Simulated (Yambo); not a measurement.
Yambo run on AlN (zinc blende, space group F-43m, No. 216). The wavefunctions are LDA (pw.x of Quantum ESPRESSO, ONCV potentials, scalar-relativistic) ones on a 6×6×6 mesh (4 occupied bands); a = b = c = 3.064 Å, α = β = γ = 60.00°.

Yambo input:

```
rim_cut
gw0
dyson
el_el_corr
HF_and_locXC
ppa
em1d
RandQpts= 1000000
RandGvec= 1 Ry
EXXRLvcs= 84 Ry
VXCRLvcs= 336 Ry
Chimod= "HARTREE"
% BndsRnXp
 1 | 77 |
%
NGsBlkXp= 14 Ry
% LongDrXp
 1.0 | 1.0 | 1.0 |
%
PPAPntXp= 27.2114 eV
% GbndRnge
 1 | 47 |
%
GTermKind= "BG"
DysSolver= "n"
ExtendOut
% QPkrange
 1 | 1 | 4 | 5 |
 13 | 13 | 5 | 5 |
%
```

k points by index: 1 = Γ, 13 = X.

Table of the .qp output:

```
#    K-point    Band    Eo [eV]    E [eV]    E-Eo [eV]    Vxc [eV]    Vnlxc [eV]    Sc|Eo [eV]    Sc|E [eV]    dSc/dw|Eo [eV]    Re(Z)    Im(Z)
#
    1    4    0.000000    -1.064514    -1.064514    -16.85706    -20.99605    2.795080    3.074475    -7.141300    0.792116    -0.001168
    1    5    4.459941    5.037176    0.577236    -12.82935    -8.231286    -3.893103    -4.020832    -6.020365    0.818836    -0.001030
    13    5    3.270668    3.802698    0.532031    -9.584124    -5.183785    -3.766473    -3.868308    -5.207684    0.839362    -0.968861E-3
```
(The two width columns are left out.) Convergence of these settings isn't established.

Geometry relaxed with LDA.

This is not the ordinary phase of the substance; no match was found in the copy of COD used, and its stability was not checked.
